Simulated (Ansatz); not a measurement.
Space group Pnma (No. 62). a = 6.059 Å, b = 3.033 Å, c = 4.527 Å, α = 90.00°, β = 90.00°, γ = 90.00°
| atom | site | symmetry | x | y | z |
| --- | --- | --- | --- | --- | --- |
| Ti | 4c | .m. | 0.1774 | 0.2500 | 0.1220 |
| B | 4c | .m. | 0.0302 | 0.2500 | 0.6001 |

Equation of state of this TiB structure (not necessarily the ground state), with shape and atoms relaxed at each volume where symmetry leaves them free. It has no gap at any of these volumes. All numbers below come from Ansatz 0.2.0, DFT PBEsol, scalar-relativistic, plane waves, PAW.

Settings: cutoff 420 eV, Γ-centred mesh 6×12×8 on the computed 8-atom cell, Gaussian smearing of 0.10 eV; no spin polarisation.

```json
{"V (Å³/atom)": "9.150", "E − E(largest V) (meV/atom)": "65.49", "P (GPa)": "35.97"}
{"V (Å³/atom)": "9.462", "E − E(largest V) (meV/atom)": "6.57", "P (GPa)": "24.85"}
{"V (Å³/atom)": "9.774", "E − E(largest V) (meV/atom)": "-32.24", "P (GPa)": "15.28"}
{"V (Å³/atom)": "10.086", "E − E(largest V) (meV/atom)": "-53.76", "P (GPa)": "7.05"}
{"V (Å³/atom)": "10.398", "E − E(largest V) (meV/atom)": "-60.41", "P (GPa)": "-0.02"}
{"V (Å³/atom)": "10.710", "E − E(largest V) (meV/atom)": "-54.28", "P (GPa)": "-6.09"}
{"V (Å³/atom)": "11.022", "E − E(largest V) (meV/atom)": "-37.18", "P (GPa)": "-11.30"}
{"V (Å³/atom)": "11.438", "E − E(largest V) (meV/atom)": "0.00", "P (GPa)": "-17.09"}
```

Task: Fit a third-order Birch–Murnaghan equation to E(V).

Result: V0 = 10.40 Å³/atom, B0 = 218 GPa, B0' = 4.0.